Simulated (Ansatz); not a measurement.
Re (diamond, Fd-3m) under volume change, PBEsol (plane waves, PAW; program Ansatz), scaled uniformly.

```tsv
V (Å³/atom)	E − E(relaxed) (meV/atom)	P (GPa)
19.915	124.7	22.00
20.572	52.4	13.49
21.228	12.4	6.22
21.885	0.0	0.00
22.542	11.2	-5.32
23.198	42.6	-9.88
23.855	91.3	-13.78
```

Question: What does a third-order Birch–Murnaghan fit give for V₀, B₀ and B′?

Answer: V₀ = 21.89 Å³/atom, B₀ = 191 GPa, B′ = 4.2.

The start of the workflow was typed in or built on a structure type; neither database checked (COD, Materials Project) lists it. It is not the phase usual at ambient conditions (space group No. 194). The PBEsol relaxation kept the symmetry of its start. At this level the phase is mechanically unstable. The run is not spin-polarised. Spin–orbit coupling is left out wherever it is not named.

Potentials: the later of the program's two PAW sets.
